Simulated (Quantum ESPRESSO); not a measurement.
# Moving one atom in GaZr2TaO8

The results below are calculated, not measured. They come from pw.x of Quantum ESPRESSO 7.5, a plane-wave density functional program, with PseudoDojo standard norm-conserving files (v0.5 for PBE, v0.4.1 for LDA and PBEsol). The cells are made up: elements, strain and atom displacements were drawn at random, and nothing was relaxed. There is no spin polarisation, spin-orbit coupling or dispersion term.

The cell has 12 sites of a rutile lattice (two cells along c). Sites 1 to 4 hold Ga Zr Ta Zr; sites 5 to 12 hold O O O O O O O O. Cell vectors in Å: (4.790, -0.028, 0.025); (-0.028, 4.716, -0.033); (0.033, -0.044, 6.490). Settings: PBE, cutoff 1143 eV, 5 x 5 x 4 k mesh shifted by half a step, Fermi-Dirac smearing of 0.025 eV.

Each run shifts the Ga atom on site 1 along y and leaves all else fixed. Site 5 is one of its nearest neighbours. E is the free energy of the cell above the lowest run shown. The last column is band 50 less band 49 at Gamma, from a band step after each run.

```
run,shift (Å),Fy on site 1 (eV/Å),Fy on site 5 (eV/Å),P (GPa),E (meV),level step at Gamma (eV)
1,-0.1142,2.865,-1.804,4.98,393.2,1.369
2,-0.0836,2.656,-1.822,4.75,308.7,1.371
3,-0.0525,2.422,-1.825,4.53,229.7,1.374
5,0.0194,1.800,-1.770,4.14,77.2,1.378
6,0.0575,1.424,-1.700,4.00,15.7,1.379
7,0.0690,1.305,-1.672,3.96,0.0,1.379
4,-0.0311,?,?,?,?,?
```

A rerun of one of these cells at 1467 eV and k mesh 7 x 7 x 6 moved values by no more than 0.004 eV in the cell's energy, 0.04 GPa in stress and 0.004 eV/Å in force.

## Worked fit

A parabola through the six runs shown gives Fy on site 1 = 1.979 - 9.01 u - 11.0 u² eV/Å, with u in Å and a scatter of 0.001 eV/Å. Minus the slope, 9.01 ± 0.01 eV/Å², is this atom's force constant along y at u = 0, with its periodic images moving too. The fitted force does not vanish within the range. The error is the larger of the fit's own and the change that a cubic makes, rounded up.

## Withheld run

Question: what Fy on site 1 should run 4 give?

The fit gives 2.249 eV/Å. The calculation gave 2.249 eV/Å.

| run | shift (Å) | Fy on site 1 (eV/Å) | Fy on site 5 (eV/Å) | P (GPa) | E (meV) | level step at Gamma (eV) |
| --- | --- | --- | --- | --- | --- | --- |
| 4 | -0.0311 | 2.249 | -1.818 | 4.39 | 179.7 | 1.375 |